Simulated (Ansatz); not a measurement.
The cell below belongs to a search over invented structures; it isn't taken from experiment.

Input and command of a plane-wave DFT calculation in Ansatz:

```yaml
crystal:
  lattice:
    - [4.31004576, 0.0, 0.0]
    - [-2.15502288, 3.73260912, 0.0]
    - [0.0, 0.0, 10.12496195]
  atoms:
    - { symbol: Cd, position: [0.0, 0.0, 0.25] }
    - { symbol: Cd, position: [0.0, 0.0, 0.75] }
    - { symbol: Cu, position: [0.0, 0.0, 0.0] }
    - { symbol: Cu, position: [0.0, 0.0, 0.5] }
    - { symbol: Cu, position: [0.33333333, 0.66666667, 0.11978798] }
    - { symbol: Cu, position: [0.66666667, 0.33333333, 0.61978798] }
    - { symbol: Cu, position: [0.66666667, 0.33333333, 0.88021202] }
    - { symbol: Cu, position: [0.33333333, 0.66666667, 0.38021202] }
    - { symbol: Mo, position: [0.33333333, 0.66666667, 0.75] }
    - { symbol: Mo, position: [0.66666667, 0.33333333, 0.25] }
basis:
  ecutwfc: 420
kpoints:
  mp_grid: { grid: [4, 4, 2] }
hamiltonian:
  xc: pbe
scf:
  occupations: { method: gaussian, width: 0.2 }
  lower_state_search: "off"
output:
  forces: true
  stress: true
  eigenvalues: true
relax:
  adjacent_minimum: "off"
  f_tol: 0.08
  max_steps: 16
  cell: { stress_tol: 0.8 }
```

```bash
ansatz run input.yaml --threads 1 --pin off --max-ram 2560MiB --backend cpu --events-out ev --progress --plain --runs-dir out
```

Processor: Intel(R) Xeon(R) Processor @ 2.50GHz (Skylake/Cascade Lake), 1 thread, on a host shared with other jobs.

Estimate time, memory and problem size.

About 5.7 min, peak memory 0.56 GiB. It solves 110 bands at 8 k points (after reduction by symmetry) with about 3097 plane waves (on the last cell), in 63 SCF iterations over 8 ionic steps.
